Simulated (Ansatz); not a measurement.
Ru (bcc (W type), Im-3m) at seven volumes, PBEsol (plane waves, PAW; program Ansatz), scaled uniformly. One row is withheld.

| V (Å³/atom) | P (GPa) |
|---|---|
| 12.510 | 36.89 |
| 12.922 | ? |
| 13.335 | 10.25 |
| 13.747 | 0.00 |
| 14.159 | -8.61 |
| 14.572 | -15.84 |
| 14.984 | -21.88 |

Question: Fit the shown pressures and predict the withheld one.

Answer: P = (3/2)B₀(x^(7/2) − x^(5/2))[1 + (3/4)(B′ − 4)(x − 1)] with x = (V₀/V)^(2/3). Least squares on the six rows gives V₀ = 13.747 Å³/atom, B₀ = 312 GPa, B′ = 4.78. At V = 12.922, x = 1.0421 and P = 22.39 GPa. The run itself gave 22.42 GPa.

The start of the workflow was typed in or built on a structure type; neither database checked (COD, Materials Project) lists it. It is not the phase usual at ambient conditions (space group No. 194). Symmetry was held in the PBEsol relaxation. At this level the phase is mechanically unstable. The run is not spin-polarised.

Potentials: the later of the program's two PAW sets.
